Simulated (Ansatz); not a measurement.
# Every step of a relaxation of hcp Hf (0001), 5 layers

DFT, LDA, PAW with Ansatz's default frozen-core files, scalar-relativistic (Ansatz 0.2.0); a Γ-centred 12×12×1 k mesh, Fermi–Dirac smearing of 0.08 eV, no spin polarisation. The run relaxes the atoms in the fixed cell.

Command: `ansatz run input.yaml --threads 2 --pin off --max-ram 4096MiB --backend cpu --events-out ev --progress --plain --runs-dir out` It took 40 s on 2 threads of Intel(R) Xeon(R) 6975P-C (Granite Rapids) (shared host), peak memory 0.67 GiB.

```yaml
crystal:
  lattice:
    - [3.1180146446, 0.0, 0.0]
    - [-1.5590073223, 2.7002798916, 0.0]
    - [0.0, 0.0, 25.8932]
  atoms:
    - { symbol: Hf, position: [0.0, 0.0, 0.3089611796] }
    - { symbol: Hf, position: [0.333333334, 0.666666666, 0.4044805899] }
    - { symbol: Hf, position: [0.0, 0.0, 0.4999999997] }
    - { symbol: Hf, position: [0.333333334, 0.666666666, 0.5955194101] }
    - { symbol: Hf, position: [0.0, 0.0, 0.6910388204] }
kpoints:
  mp_grid: { grid: [12, 12, 1] }
scf:
  occupations: { method: fermi_dirac, width: 0.08 }
hamiltonian:
  xc: lda
  pseudopotentials: { kind: paw }
output:
  forces: true
  stress: true
  eigenvalues: true
relax:
  f_tol: 0.01
  max_steps: 40
efield:
  axis: 3
  amplitude: 0
  dipole_correction: true
```

Each step lists its free energy a cell above the last geometry, and Cartesian positions (Å) with forces (eV/Å).

The first step:

```
step 1  dF = 122.38 meV
  Hf 0.0000 0.0000 8.0000   0.0000 0.0000 0.6719
  Hf 0.0000 1.8002 10.4733   0.0000 0.0000 -0.8003
  Hf 0.0000 0.0000 12.9466   0.0000 0.0000 0.0000
  Hf 0.0000 1.8002 15.4199   0.0000 0.0000 0.8003
  Hf 0.0000 0.0000 17.8932   0.0000 0.0000 -0.6719
```

Spin–orbit coupling is left out, which matters for the heavy atoms. The PAW files were made under PBE.

**Question.** Where does the relaxation end, and by which steps?

**Answer.** After 5 geometries, with a shortest distance of 2.935 Å. The further steps:
```
step 2  dF = 189.41 meV  (not accepted)
  Hf 0.0000 0.0000 8.1933   0.0000 0.0000 -1.2483
  Hf 0.0000 1.8002 10.3562   0.0000 0.0000 1.4379
  Hf 0.0000 0.0000 12.9466   0.0000 0.0000 0.0000
  Hf 0.0000 1.8002 15.5370   0.0000 0.0000 -1.4379
  Hf 0.0000 0.0000 17.6999   0.0000 0.0000 1.2484
step 3  dF = 1.69 meV
  Hf 0.0000 0.0000 8.0919   0.0000 0.0000 0.0942
  Hf 0.0000 1.8002 10.4273   0.0000 0.0000 -0.1141
  Hf 0.0000 0.0000 12.9466   0.0000 0.0000 0.0000
  Hf 0.0000 1.8002 15.4659   0.0000 0.0000 0.1141
  Hf 0.0000 0.0000 17.8013   0.0000 0.0000 -0.0942
step 4  dF = 0.10 meV
  Hf 0.0000 0.0000 8.0946   0.0000 0.0000 0.0089
  Hf 0.0000 1.8002 10.4145   0.0000 0.0000 0.0123
  Hf 0.0000 0.0000 12.9466   0.0000 0.0000 0.0000
  Hf 0.0000 1.8002 15.4787   0.0000 0.0000 -0.0123
  Hf 0.0000 0.0000 17.7986   0.0000 0.0000 -0.0089
step 5  dF = 0.00 meV
  Hf 0.0000 0.0000 8.1041   0.0000 0.0000 -0.0044
  Hf 0.0000 1.8002 10.4225   0.0000 0.0000 -0.0050
  Hf 0.0000 0.0000 12.9466   0.0000 0.0000 0.0000
  Hf 0.0000 1.8002 15.4707   0.0000 0.0000 0.0050
  Hf 0.0000 0.0000 17.7891   0.0000 0.0000 0.0044
```
